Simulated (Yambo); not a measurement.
G0W0@PBE for MgS (rock salt, space group Fm-3m, No. 225) in Yambo. Reference settings: 6×6×6 Γ-centred k mesh, bands 5 to 80 and a 10 Ry block in the screening, 80 bands in G with the Bruneval-Gonze terminator, plasmon pole fitted at 27.2 eV. The PBE gap Γ → X on this mesh is 2.78 eV; G0W0 gaps are taken between the same points.

The settings were changed. The gap went from 4.47 eV to 4.41 eV, and the shift of the valence edge from -1.09 eV to -0.80 eV.

Which change was made?
(A) 36 bands in W
(B) pole fitted at 15 eV
(C) 27 bands in W, 27 bands in G
(D) no random integration

C, 27 bands in W, 27 bands in G. The others gave (gap, valence shift): no random integration: 4.43, -0.93 eV; pole fitted at 15 eV: 4.45, -1.01 eV; 36 bands in W: 4.42, -0.92 eV.

Geometry of the Materials Project entry, not relaxed at this level; primitive cell a = 3.6832 Å, b = 3.6832 Å, c = 3.6832 Å, α = 60.00°, β = 60.00°, γ = 60.00°.

A shift is the quasiparticle energy of the state minus its PBE energy.
